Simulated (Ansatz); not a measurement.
CaTiO3 (cubic perovskite)

```
CELL_PARAMETERS angstrom
      3.80438     0.00000     0.00000
      0.00000     3.80438     0.00000
      0.00000     0.00000     3.80438
ATOMIC_POSITIONS crystal
  Ca 0.00000 0.00000 0.00000
  Ti 0.50000 0.50000 0.50000
  O  0.00000 0.50000 0.50000
  O  0.50000 0.50000 0.00000
  O  0.50000 0.00000 0.50000
```

The slice is a {110} plane (indices of the conventional cell) through the point (0.500, 0.500, 0.500) (fractional), spanned by u = [100] and v = [011] in vectors of this cell: u (3.80 Å) and v (5.38 Å, at 90° to u). It covers one period; positions are fractions (u, v).

These are LDA (plane waves to 420 eV, PAW, scalar-relativistic; Ansatz, an electronic-structure program) values and carry that method's errors. k mesh 9×9×9. These are valence fields of a PAW run, semicore shells included where kept as valence: close to a nucleus they are smooth pseudo fields. CaTiO3 is run without spin polarisation. CaTiO3 was relaxed with its symmetry unable to fall. The PAW data are Ansatz's earlier set. This is a high-temperature form of CaTiO3.

Three fields on this plane, each scaled to ten steps between its own extremes (0 low, 9 high; the total valence density on a logarithmic scale, the potential cut 8 eV below its top; x marks points blanked near nuclei; v = 0 in the bottom row):

Map A
```
|xxx25xxxxx52xx|
|xxx14xxxxx41xx|
|32002799972002|
|00001355531000|
|00000000000000|
|00000012100000|
|00001599951000|
|00005xxxxx5000|
|00019xxxxx9100|
|00029xxxxx9200|
|00019xxxxx9100|
|00005xxxxx5000|
|00001599951000|
|00000012100000|
|00000000000000|
|00001355531000|
|32002799972002|
|xxx14xxxxx41xx|
|xxx25xxxxx52xx|
|xxx35xxxxx53xx|
```

Map B
```
|xxx00xxxxx00xx|
|xxx03xxxxx30xx|
|00026776776200|
|01367888887631|
|67777665667777|
|99875200025789|
|99851000001589|
|99730xxxxx0379|
|98500xxxxx0058|
|98500xxxxx0058|
|98500xxxxx0058|
|99730xxxxx0379|
|99851000001589|
|99875200025789|
|67777665667777|
|01367888887631|
|00026776776200|
|xxx03xxxxx30xx|
|xxx00xxxxx00xx|
|xxx00xxxxx00xx|
```

Map C
```
|xxx98xxxxx89xx|
|xxx77xxxxx77xx|
|98645688865468|
|55433455543345|
|44322233322234|
|33322345432233|
|22224799974222|
|11136xxxxx6311|
|00148xxxxx8410|
|00149xxxxx9410|
|00148xxxxx8410|
|11136xxxxx6311|
|22224799974222|
|33322345432233|
|44322233322234|
|55433455543345|
|98645688865468|
|xxx77xxxxx77xx|
|xxx98xxxxx89xx|
|xxx99xxxxx99xx|
```

Assign the maps to these fields: electron localisation function (ELF); valence electron density; electrostatic potential energy of an electron, from the cell's mean.

A is the electron localisation function (ELF); B is the electrostatic potential energy of an electron, from the cell's mean; C is the valence electron density.
